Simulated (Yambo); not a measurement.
Convergence of the G0W0 gap of CdS

G0W0@LDA for CdS (wurtzite, space group P6_3mc, No. 186) in Yambo. Reference settings: 3×3×2 Γ-centred k mesh, bands 9 to 195 and a 8 Ry block in the screening, 195 bands in G with the Bruneval-Gonze terminator, plasmon pole fitted at 27.2 eV. The LDA gap Γ → Γ on this mesh is 1.03 eV; G0W0 gaps are taken between the same points.

| change from the reference | G0W0 gap Γ → Γ (eV) | shift of the valence edge (eV) | rough Yambo cost |
|---|---|---|---|
| reference settings | 2.31 | -0.79 | 1 |
| 76 bands in W, 76 bands in G | 2.39 | -0.58 | about 1/3 |
| 127 bands in W, 127 bands in G | 2.32 | -0.71 | within a factor of two |
| 76 bands in G | 2.32 | -0.77 | – |
| 127 bands in G | 2.31 | -0.79 | – |
| 92 bands in W | 2.35 | -0.65 | about 1/3 |
| 1 Ry block | 2.55 | -0.41 | about 1/2 |
| 7 Ry block | 2.30 | -0.75 | within a factor of two |
| 3 Ry block | 2.13 | -0.50 | within a factor of two |
| pole fitted at 55 eV | 2.35 | -0.91 | – |
| no random integration | 2.28 | -0.62 | – |
| 3×3×1 mesh | 2.17 | -0.68 | about 1/3 |
| 76 bands in G, no terminator | 2.16 | -0.30 | – |
| 127 bands in G, no terminator | 2.21 | -0.55 | – |
| no terminator | 2.26 | -0.68 | – |

The reference isn't shown to be the converged limit. Costs are rough (shared machines), scaled to the same edge states, and given only for runs that recompute the screening.

Spin-orbit splittings are left out.

Geometry relaxed with LDA; primitive cell a = 4.0767 Å, b = 4.0767 Å, c = 6.6333 Å, α = 90.00°, β = 90.00°, γ = 120.00°.

A shift is the quasiparticle energy of the state minus its LDA energy.
